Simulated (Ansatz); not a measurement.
Level of theory: DFT PBE, scalar-relativistic, plane waves, PAW in Ansatz 0.2.0. All cells share a 420 eV cutoff and Γ-centred k meshes spaced at most about 0.3 Å⁻¹ (about 0.25 or finer for metals, 2π included). No spin polarisation in the final relaxations.

Temperature and zero-point effects are left out.

Compare these two cells of Ga3Ir2, each relaxed at this level.

A.

```yaml
crystal:
  lattice:
    - [4.24366, 0.00000, 0.00000]
    - [-2.12183, 3.67512, 0.00000]
    - [0.00000, 0.00000, 7.63715]
  atoms:
    - { symbol: Ga, position: [0.00000, 0.00000, 0.67731] }
    - { symbol: Ga, position: [0.00000, 0.00000, 0.32269] }
    - { symbol: Ga, position: [0.00000, 0.00000, 0.00000] }
    - { symbol: Ir, position: [0.33333, 0.66667, 0.50000] }
    - { symbol: Ir, position: [0.66667, 0.33333, 0.50000] }
```

B.

```yaml
crystal:
  lattice:
    - [5.14814, 0.00000, 0.00000]
    - [-2.57407, 4.45842, 0.00000]
    - [0.00000, 0.00000, 4.87948]
  atoms:
    - { symbol: Ga, position: [0.50000, 0.00000, 0.50000] }
    - { symbol: Ga, position: [0.00000, 0.50000, 0.50000] }
    - { symbol: Ga, position: [0.50000, 0.50000, 0.50000] }
    - { symbol: Ir, position: [0.00000, 0.00000, 0.50000] }
    - { symbol: Ir, position: [0.00000, 0.00000, 0.00000] }
```

**Question.** Which would you expect to be lower, and how large is the difference?

**Answer.** A is lower, by 0.34 eV/atom. A has space group P6/mmm (No. 191), 23.8 Å³/atom and no gap on its mesh; B has space group P6/mmm (No. 191), 22.4 Å³/atom and no gap. Counting all near atoms (those within 1.25 times the shortest distance at each site; a plus sign parts nearer from farther groups; a slash parts the counts of unlike sites), A has Ga 2/8, Ir 3+6 and B has Ga 6, Ir 2/8. The lower one is the more open, so pressure narrows the difference. Even the lower one lies +0.31 eV/atom against the reference forms of the elements (uncorrected), so neither is stable at this level. In A, Ga on a site of symmetry 6mm is surrounded by 1 Ga at 2.46 Å, 1 Ga at 2.71 Å and 6 Ir at 2.80 Å; Ga on a site of symmetry 6/mmm has 2 Ga at 2.46 Å; Ir is surrounded by 3 Ir at 2.45 Å and 6 Ga at 2.80 Å. In B, Ga is surrounded by 2 Ir at 2.57 Å and 4 Ga at 2.57 Å; Ir on its first site is surrounded by 2 Ir at 2.44 Å and 6 Ga at 2.57 Å; Ir on its second site is surrounded by 2 Ir at 2.44 Å. Both come from invented guesses.

Spin–orbit coupling, which can matter for Ir, is left out. A magnetic state wasn't ruled out in cells without spin, among them P6/mmm at 23.8 Å³/atom. Cells relaxed within their symmetry can be saddle points.
